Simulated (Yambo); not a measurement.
A BSE run in Yambo for a free-standing HfS2 monolayer (symmetry P-3m1, slab cell 15.9 Å high) (PBEsol bands; 18×18×1 mesh, 6 valence and 4 conduction bands, static screening with 46 bands and a 3 Ry block, scissor 1.85 eV, Tamm-Dancoff, stochastic integration of W near q = 0; field along x) gives:

| state | energy (eV) | states within 2 meV | relative strength | class |
|---|---|---|---|---|
| 1 | 3.13 | 1 | < 0.01 | dark |
| 2 | 3.16 | 2 | 0.18 | strong |
| 3 | 3.20 | 2 | 0.82 | strong |
| 4 | 3.22 | 1 | < 0.01 | dark |
| 5 | 3.23 | 2 | < 0.01 | dark |

Task: What changes when the window shrinks to 3 valence and 3 conduction bands?

Result: The lowest state goes from 3.132 eV to 3.136 eV, and its distance below the direct gap from 0.724 eV to 0.720 eV. These are vertical excitations (zero momentum); the indirect quasiparticle gap, about 2.81 eV, is smaller than the direct one (3.86 eV on the GW mesh). The scissor comes from a G0W0 run whose convergence isn't established.

Spin-orbit coupling is not included.

Geometry relaxed with PBEsol; primitive cell a = b = 3.601 Å, c = 15.900 Å, α = β = 90.00°, γ = 120.00°.
